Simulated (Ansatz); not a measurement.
## Si: clamped-ion strain scan

Method: Ansatz, DFT LDA, scalar-relativistic, plane waves, PAW. Cutoff 420 eV, Γ-centred 20×20×20 k-points, Gaussian smearing of 0.15 eV. No spin polarisation. Energies are free energies at this smearing, counted from the undisturbed cell; pressure is positive in compression.

Reference structure (as given, not relaxed at this level; it stands at -0.8 GPa; this form isn't the usual structure):

```
Si
1.0
    -2.37137    2.37137    1.32927
     2.37137   -2.37137    1.32927
     2.37137    2.37137   -1.32927
Si
2
Cartesian
  2.3714 0.0000 0.6646
  0.0000 0.0000 1.3293
```

The cell is strained by ε times the Voigt pattern (1, 0, 0, 0, 0, 0) (xx, yy, zz, yz, xz, xy; engineering shear) with fractional coordinates fixed. The cell is metallic on the mesh throughout.

```tsv
ε	ΔE (meV/atom)	stress summed along the pattern (GPa, tension positive)	pressure (GPa)
-0.1000	167.3	-42.78	18.4
-0.0750	85.4	-27.93	12.0
-0.0500	34.7	?	?
0.0000	0.0	0.26	-0.8
0.0250	7.4	5.93	-3.6
0.0500	26.8	10.45	-5.7
0.0750	55.1	13.60	-7.4
0.1000	89.7	?	?
```

Q: Give the withheld values.

A: stress summed along the pattern (GPa, tension positive) at ε = -0.0500: -16.17; pressure (GPa) at ε = -0.0500: 6.8; stress summed along the pattern (GPa, tension positive) at ε = 0.1000: 16.00; pressure (GPa) at ε = 0.1000: -8.7.